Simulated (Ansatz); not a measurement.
**Ansatz run, InTeN**

input.yaml (Ansatz 0.2.0)

```yaml
crystal:
  lattice:
    - [3.924346, 0.0, 0.0]
    - [0.0, 3.924346, 0.0]
    - [0.0, 0.0, 7.509439]
  atoms:
    - { symbol: In, position: [0.5, 0.0, 0.155] }
    - { symbol: In, position: [0.0, 0.5, 0.845] }
    - { symbol: "N", position: [0.0, 0.0, 0.0] }
    - { symbol: "N", position: [0.5, 0.5, 0.0] }
    - { symbol: Te, position: [0.5, 0.0, 0.631] }
    - { symbol: Te, position: [0.0, 0.5, 0.369] }
  symmetry: { tolerance: 0.0003 }
kpoints:
  mp_grid: { grid: [9, 9, 5], shift: [0, 0, 0] }
  band_path:
    path:
      - [0.0, 0.0, 0.0]
      - [0.0, 0.5, 0.0]
      - [0.5, 0.5, 0.0]
      - [0.0, 0.0, 0.0]
      - [0.0, 0.0, 0.5]
      - [0.0, 0.5, 0.5]
      - [0.5, 0.5, 0.5]
      - [0.0, 0.0, 0.5]
      - [0.0, 0.5, 0.0]
      - [0.0, 0.5, 0.5]
      - [0.5, 0.5, 0.0]
    npoints: 6
magnetization:
  spin_polarized: false
scf:
  occupations: { method: fermi_dirac }
  lower_state_search: "off"
  max_iter: 200
hamiltonian:
  pseudopotentials: { kind: paw }
  xc: pbe
basis:
  ecutwfc: 420
  fft_grid_basis: typed
output:
  forces: true
  stress: true
  eigenvalues: true
  bader: true
  populations: true
  elf: true
  write_potential: true
  volumetric_format: npy
  dos:
    e_range: [-12, 8]
    de: 0.05
    projected: { site_lists: { In: [In], "N": ["N"], Te: [Te] } }
checkpoint:
  read: saved_state
```

The saved state is an earlier solution for the same cell, perhaps on another mesh. 

Excerpt of what it printed:

```
Pseudopotentials: kind: paw
Pseudopotential: In, paw, valence charge 13, recommended cutoff 420 eV (normal), In.paw.azcp
Pseudopotential: N, paw, valence charge 5, recommended cutoff 420 eV (normal), N.paw.azcp
Pseudopotential: Te, paw, valence charge 16, recommended cutoff 420 eV (normal), Te.paw.azcp
Functional definition: PBE
  exchange = pbe_x(kappa = kappa, mu = beta*pi^2/3)
  correlation = pbe_c(beta = beta)
Crystal: 6 atoms, lattice volume = 115.649 Å³
Basis set: ecut = 420 eV, 2273 PW (Γ), exchange–correlation on 54×54×108 points (8 copies of the dense FFT grid, shifted against one another)
Bands: 41, of which v1, the nominal top of the filled ones, is band 34 counted from 1 (33 counted from 0)
Symmetry: 16 space group operations
Space group: P4/nmm (ITA 129), of the structure as read, at distance tolerance 1.5e-3 Å
k-points: 45 of 405
Initial density: read from a saved state, or passed on in memory by an earlier SCF of this step, an earlier step, the calling program or the single point that the run made first
Functional: x = pbe(κ = 0.804, μ = 0.2195), c = pbe(β = 0.0667)
SCF iter   1: F=—  Δρ=1.84e-3  dr2=9.99e-3
SCF iter   2: F=—  Δρ=9.69e-4  dr2=2.88e-3
SCF iter   3: F=—  Δρ=1.16e-4  dr2=2.02e-5
SCF iter   4: F=—  Δρ=3.74e-5  dr2=1.96e-6
SCF iter   5: F=—  Δρ=1.39e-5  dr2=4.40e-7
SCF iter   6: F=-25918.6190 eV  Δρ=3.18e-6  dr2=1.39e-8
Free energy (F): -25918.6190 eV
Harris-Foulkes:  -25918.6190 eV  (|F-HF|=2.87e-9)
Internal energy: -25918.4277 eV  (E = F + TS)
E sigma→0 (E₀):  -25918.5234 eV
Entropy (-TS):   -0.1913 eV (-31.887 meV/atom)
Fermi energy:    11.0153 eV
--- Forces (eV/Å), atoms counted from 1 ---
  atom   1  In     0.0000     0.0000    -1.3844
  atom   2  In     0.0000     0.0000     1.3844
  atom   3  N      0.0000     0.0000     0.0000
  atom   4  N      0.0000     0.0000     0.0000
  atom   5  Te     0.0000     0.0000    -0.7289
  atom   6  Te     0.0000     0.0000     0.7289
--- Stress (GPa, compression-positive) ---
        2.8180       0.0000       0.0000
        0.0000       2.8180       0.0000
        0.0000       0.0000       0.9311
  P = ⅓ Tr σ = 2.1890 GPa (21.890 kbar)
--- Bader charges: 6 sites ---
  site symbol  charge [e]  shift [e]
     0     In      1.2658     0.0014
     1     In      1.2658     0.0014
     2      N     -1.0791     0.0014
     3      N     -1.0791     0.0014
     4     Te     -0.1868     0.0000
     5     Te     -0.1868     0.0000
```

Origin: a known structure type with other elements, at an estimated volume, so it need not be a known compound. Caveats: many states at the Fermi level without spin polarisation, so a magnetic state may lie lower.
